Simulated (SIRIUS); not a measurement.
Set-up for a self-consistent single point of SiO2 (I-42d, 6 atoms in the cell; from Materials Project mp-546794).

```
SiO2
1.0
   -2.47729     2.47729     3.65567
    2.47729    -2.47729     3.65567
    2.47729     2.47729    -3.65567
Si O
2 4
Direct
  0.00000   0.00000   0.00000
  0.75000   0.25000   0.50000
  0.37500   0.22179   0.34679
  0.77821   0.12500   0.15321
  0.87500   0.02821   0.65321
  0.97179   0.62500   0.84679
```

Method: LDA (PW92), GBRV LDA ultrasoft pseudopotentials (plane waves; SIRIUS).

SIRIUS settings:

| setting | value |
|---|---|
| parameters.ngridk | 5 5 5 |
| parameters.xc_functionals | [XC_LDA_X, XC_LDA_C_PW] |
| parameters.gk_cutoff | 6.325 1/bohr |
| parameters.pw_cutoff | 14.143 1/bohr |
| parameters.smearing | gaussian |
| parameters.smearing_width | 0.0001 Ha |
| potentials | GBRV LDA ultrasoft pseudopotentials |
| parameters.electronic_structure_method | pseudopotential |
| parameters.num_bands | 20 |
| parameters.num_mag_dims | 0 |
| parameters.num_dft_iter | 100 |
| parameters.energy_tol | 1e-07 Ha |
| parameters.density_tol | 1e-06 |
| mixer.type | anderson |
| mixer.beta | 0.7 |
| mixer.use_hartree | false |

Results:

- Number of valence electrons: 32
- Number of bands: 20
- Number of k-points after the program's reduction: 18
- Number of plane waves (most at a k-point): 2606
- Number of SCF iterations: 23
- FFT grid: 48 × 48 × 48
- Free energy E − TS: -2028.5388 eV
- Pressure: -1.32 GPa
- Largest force (vector length): 0.073 eV/Å

Forces (eV/Å):
| atom | Fx | Fy | Fz |
|---|---|---|---|
| Si1 | 0.000 | 0.000 | 0.000 |
| Si2 | 0.000 | 0.000 | 0.000 |
| O3 | -0.073 | 0.000 | 0.000 |
| O4 | 0.000 | 0.073 | 0.000 |
| O5 | 0.073 | 0.000 | 0.000 |
| O6 | 0.000 | -0.073 | 0.000 |

Stress (GPa, positive for compression):
```
-1.31   0.00   0.00
 0.00  -1.31   0.00
 0.00   0.00  -1.33
```

The structure comes from a collection of computed structures, made at another level of theory; the collection holds predicted forms beside known ones.

Cost on one core: very roughly 30 core-seconds.
